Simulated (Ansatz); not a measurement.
Values for one crystal, relaxed and computed with PBEsol (plane waves, PAW; program Ansatz); other levels are named.

```yaml
volume_per_atom: 7.15 Å³
band_gap: 1.34 eV (indirect)
Pressure derivative B′: 3.9
Bulk modulus (Birch–Murnaghan fit): 217 GPa
mechanical_stability: stable (all eigenvalues of C positive)
valence_band_maximum: at T
smallest_direct_gap_on_the_standard_path: 1.68 eV
```

Task: Which of these materials gives this?
(A) C, P6_3/mmc (C on 4e, C on 4f)
(B) C, P6_122 (C on 6b)
(C) B, α-B12
(D) C, C2/c (C on 8f, C on 8f)

Result: C, B, α-B12

Space group R-3m (α-B12). Symmetry was held in the PBEsol relaxation.

Potentials: the earlier of the program's two PAW sets. The files were generated under PBE; for other functionals the program regenerates the frozen cores, and for LDA and PBEsol the local potential too.
